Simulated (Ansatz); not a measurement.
Si3N4:
```cif
data_N8Si6
_chemical_formula_sum 'Si6 N8'
_space_group_name_H-M_alt 'P 1'
_space_group_IT_number 1
_cell_length_a 5.47531
_cell_length_b 5.47531
_cell_length_c 5.47531
_cell_angle_alpha 60.000
_cell_angle_beta 60.000
_cell_angle_gamma 60.000
loop_
_space_group_symop_operation_xyz
  'x, y, z'
loop_
_atom_site_label
_atom_site_type_symbol
_atom_site_fract_x
_atom_site_fract_y
_atom_site_fract_z
_atom_site_occupancy
Si1 Si 0.62500 0.62500 0.12500 1
Si2 Si 0.62500 0.12500 0.62500 1
Si3 Si 0.62500 0.62500 0.62500 1
Si4 Si 0.12500 0.62500 0.62500 1
Si5 Si 0.25000 0.25000 0.25000 1
Si6 Si 0.00000 0.00000 0.00000 1
N1 N 0.86755 0.86755 0.86755 1
N2 N 0.85265 0.38245 0.38245 1
N3 N 0.86755 0.86755 0.39735 1
N4 N 0.38245 0.85265 0.38245 1
N5 N 0.39735 0.86755 0.86755 1
N6 N 0.38245 0.38245 0.38245 1
N7 N 0.86755 0.39735 0.86755 1
N8 N 0.38245 0.38245 0.85265 1
```

This is the PBEsol-relaxed structure.

All from PBEsol (plane waves, PAW; program Ansatz), unless another level is named. Give the highest zone-centre frequency (without LO–TO term).

28.60 THz.

Predict the Poisson's ratio.

0.18.

Space group Fd-3m. The PBEsol relaxation kept the symmetry of its start; phonons on a q-mesh show no instability.

Potentials: the earlier of the program's two PAW sets.
